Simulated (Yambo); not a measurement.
Yambo run on BaMg$_{2}$FeH$_{8}$ (space group P-3m1, No. 164). The wavefunctions come from this Quantum ESPRESSO step (LDA, PseudoDojo standard norm-conserving files, scalar-relativistic):

```
&CONTROL
  calculation = 'nscf'
  pseudo_dir = './pseudo'
  outdir = './out'
/
&SYSTEM
  ibrav = 0
  nat = 12
  ntyp = 4
  ecutwfc = 90.0
  ecutrho = 360.0
  occupations = 'fixed'
  force_symmorphic = .true.
  nbnd = 236
/
&ELECTRONS
  conv_thr = 1.2000000000000002e-08
  diago_full_acc = .true.
  diago_thr_init = 1e-08
/
ATOMIC_SPECIES
H 1.0080 H.upf
Mg 24.3050 Mg.upf
Fe 55.8450 Fe.upf
Ba 137.3270 Ba.upf
CELL_PARAMETERS angstrom
  4.556549977000   0.000000000000   0.000000000000
 -2.278274988000   3.946088034000   0.000000000000
  0.000000000000   0.000000000000   6.969870000000
ATOMIC_POSITIONS crystal
H   0.318840000000   0.159420000000   0.136420000000
H   0.681160000000   0.840580000000   0.863580000000
H   0.840580000000   0.159420000000   0.136420000000
H   0.159420000000   0.840580000000   0.863580000000
H   0.840580000000   0.681160000000   0.136420000000
H   0.159420000000   0.318840000000   0.863580000000
H   0.666666667000   0.333333333000   0.609200000000
H   0.333333333000   0.666666667000   0.390800000000
Mg   0.666666667000   0.333333333000   0.888040000000
Mg   0.333333333000   0.666666667000   0.111960000000
Fe   0.000000000000   0.000000000000   0.000000000000
Ba   0.000000000000   0.000000000000   0.500000000000
K_POINTS automatic
3 3 2 0 0 0
```

Yambo input:

```
rim_cut
gw0
dyson
el_el_corr
HF_and_locXC
ppa
em1d
RandQpts= 1000000
RandGvec= 1 Ry
EXXRLvcs= 90 Ry
VXCRLvcs= 360 Ry
Chimod= "HARTREE"
% BndsRnXp
 13 | 234 |
%
NGsBlkXp= 8 Ry
% LongDrXp
 1.0 | 1.0 | 1.0 |
%
PPAPntXp= 27.2114 eV
% GbndRnge
 1 | 234 |
%
GTermKind= "BG"
DysSolver= "n"
ExtendOut
% QPkrange
 1 | 1 | 27 | 28 |
 2 | 2 | 27 | 28 |
 3 | 3 | 27 | 28 |
 5 | 5 | 27 | 28 |
 6 | 6 | 27 | 28 |
%
```

k points by index: 1 = Γ, 2 = A, 3 = (0, 0.333, 0), 5 = K, 6 = H.

Table of the .qp output:

```
#    K-point    Band    Eo [eV]    E [eV]    E-Eo [eV]    Vxc [eV]    Vnlxc [eV]    Sc|Eo [eV]    Sc|E [eV]    dSc/dw|Eo [eV]    Re(Z)    Im(Z)
#
    1    27    -0.580368    -0.758129    -0.177762    -21.65066    -26.82623    4.930443    4.997814    -10.30483    0.725321    -0.001371
    1    28    2.836215    3.563997    0.727782    -12.27658    -7.627588    -3.742286    -3.921210    -6.688035    0.802704    -0.002126
    2    27    -0.227849    -0.359074    -0.131225    -23.43218    -28.86975    5.254575    5.306344    -10.72372    0.717311    -0.001370
    2    28    2.868876    3.490597    0.621721    -9.201850    -4.585654    -3.861214    -3.994475    -5.831243    0.823521    -0.001370
    3    27    -0.185856    -0.288245    -0.102389    -23.70998    -29.00599    5.153952    5.193630    -10.52756    0.721039    -0.001649
    3    28    1.591268    2.485782    0.894515    -16.54616    -11.52695    -3.873197    -4.124698    -7.649594    0.780566    -0.001505
    5    27    -0.217869    -0.319607    -0.101738    -23.76313    -29.24677    5.342165    5.381895    -10.61109    0.719448    -0.001385
    5    28    1.816968    2.670836    0.853867    -16.25958    -11.55954    -3.606807    -3.846175    -7.627020    0.781071    -0.001686
    6    27    0.000000    -0.063753    -0.063753    -24.97988    -30.61594    5.546984    5.572312    -10.78252    0.716201    -0.001581
    6    28    2.759525    3.573310    0.813786    -15.29973    -10.22859    -4.033338    -4.257349    -7.490114    0.784156    -0.428804E-3
```
(The two width columns are left out.) Convergence of these settings isn't established.

Geometry of the Materials Project entry, not relaxed at this level.

The structure is a Materials Project entry; no match was found in the copy of COD used, and its stability was not checked.

The runs are not spin-polarised; magnetic order was not tried.
